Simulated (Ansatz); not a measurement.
Relaxed-ion elastic tensor of RbCl (rock salt, Fm-3m) in GPa (Voigt order), the program Ansatz at the LDA level (PAW); density 3.10 g/cm³, 32.43 Å³ per atom.

```
53.4   6.0   6.0   0.0   0.0   0.0
 6.0  53.4   6.0   0.0   0.0   0.0
 6.0   6.0  53.4   0.0   0.0   0.0
 0.0   0.0   0.0   4.9   0.0   0.0
 0.0   0.0   0.0   0.0   4.9   0.0
 0.0   0.0   0.0   0.0   0.0   4.9
```

Q: Is the crystal mechanically stable?

A: Yes: the smallest eigenvalue of C is 4.9 GPa.

Q: Work out the Voigt, Reuss and Hill averages.

A: K_V = 21.8, K_R = 21.8, K_H = 21.8; G_V = 12.4, G_R = 7.1, G_H = 9.8 GPa.

Q: Give Young's modulus, Poisson's ratio, Pugh's ratio and the universal anisotropy index.

A: E = 9KG/(3K + G) = 25.5 GPa; ν = 0.31; K/G = 2.23 (ductile by the Pugh limit of 1.75); A_U = 5G_V/G_R + K_V/K_R − 6 = 3.70.

Q: Estimate the sound speeds and the Debye temperature.

A: v_l = √((K + 4G/3)/ρ) = 3350 m/s, v_t = √(G/ρ) = 1780 m/s, mean 1980 m/s; Θ = (h/k)(3n/4πV)^(1/3) v_m = 185 K.

Q: Give the Zener ratio and Young's modulus along [100], [110] and [111].

A: A = 2C44/(C11 − C12) = 0.20; 1/E = S11 − 2(S11 − S12 − S44/2)Γ with Γ = 0, 1/4, 1/3 gives 52.2, 16.6, 13.6 GPa.

Q: Solve the Christoffel equation for the three sound speeds along [100], [110], [111].

A: Eigenvalues of C_ijkl n_j n_l equal ρv². In km/s, slowest first: [100] 1.25, 1.25, 4.15; [110] 1.25, 2.77, 3.34; [111] 2.37, 2.37, 3.02.

The cell was relaxed with LDA under the symmetry of its start; phonons on a q-mesh show no instability.

Potentials: the later of the program's two PAW sets.
